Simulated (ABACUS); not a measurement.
Consider a self-consistent single point of HfSi (Pnma, 8 atoms in the cell; from Materials Project mp-1042, changed as shown).

```xyz
8
Lattice="6.7223 0.0000 0.0000 0.0000 3.6913 0.0000 0.0000 0.0000 5.1168" Properties=species:S:1:pos:R:3 pbc="T T T"
Hf     4.5385     0.9228     1.9157
Hf     2.1838     2.7685     3.2011
Hf     5.5450     2.7685     4.4741
Hf     1.1773     0.9228     0.6427
Si     3.6510     0.9228     4.4049
Si     3.0713     2.7685     0.7119
Si     6.4324     2.7685     1.8465
Si     0.2899     0.9228     3.2703
```

Computed with PBEsol, PseudoDojo 0.4 standard norm-conserving PBEsol (tails mended) pseudopotentials (plane waves; ABACUS).

ABACUS settings:

```
key                                                                      value
---------------  -------------------------------------------------------------
KPT                                                          Gamma 3 5 3 0 0 0
basis_type                                                                  pw
dft_functional                                                          PBESOL
ecutwfc                                                                  58 Ry
smearing_method                                                             mv
smearing_sigma                                                   0.00999582 Ry
potentials       PseudoDojo 0.4 standard norm-conserving PBEsol (tails mended)
symmetry                                                                     1
symmetry_prec                                                            1e-05
ks_solver                                                                   cg
scf_nmax                                                                   100
scf_thr                                                             1.0e-09 Ry
mixing_type                                                              pulay
```

Results:

* **Number of valence electrons**: 64
* **Number of bands**: 42
* **Number of k-points after the program's reduction**: 12
* **Number of plane waves (most at a k-point)**: 6421
* **Number of SCF iterations**: 8
* **FFT grid**: 64 × 36 × 48
* **Free energy E − TS**: -6604.4059 eV
* **Fermi level (on the code's own zero)**: 15.23 eV
* **Pressure**: 9.23 GPa
* **Largest force (vector length)**: 0.164 eV/Å

Forces (eV/Å):
| atom | Fx | Fy | Fz |
|---|---|---|---|
| Hf1 | 0.160 | 0.000 | -0.036 |
| Hf2 | -0.160 | 0.000 | 0.036 |
| Hf3 | -0.160 | 0.000 | -0.036 |
| Hf4 | 0.160 | 0.000 | 0.036 |
| Si5 | -0.015 | 0.000 | -0.034 |
| Si6 | 0.015 | 0.000 | 0.034 |
| Si7 | 0.015 | 0.000 | -0.034 |
| Si8 | -0.015 | 0.000 | 0.034 |

Stress (GPa, positive for compression):
```
 8.61   0.00   0.00
 0.00   8.86   0.00
 0.00   0.00  10.24
```

For comparison: a first run was changed to give this one (volume scaled by 0.94), and from it to this one the free energy rises by 22.4 meV/atom, the pressure goes from -1.59 to 9.23 GPa and the largest force hardly changes (0.165 to 0.164 eV/Å).

The structure comes from a collection of computed structures, made at another level of theory; the collection holds predicted forms beside known ones. No clean gap shows at this smearing width and mesh (spacing up to 0.41 Å⁻¹); the mesh is coarse for partly filled bands, so the values carry mesh errors.

Cost on one core: roughly 4 core-minutes.

“Tails mended”: in these copies of the files the far tail of each local potential was reset to the Coulomb form.
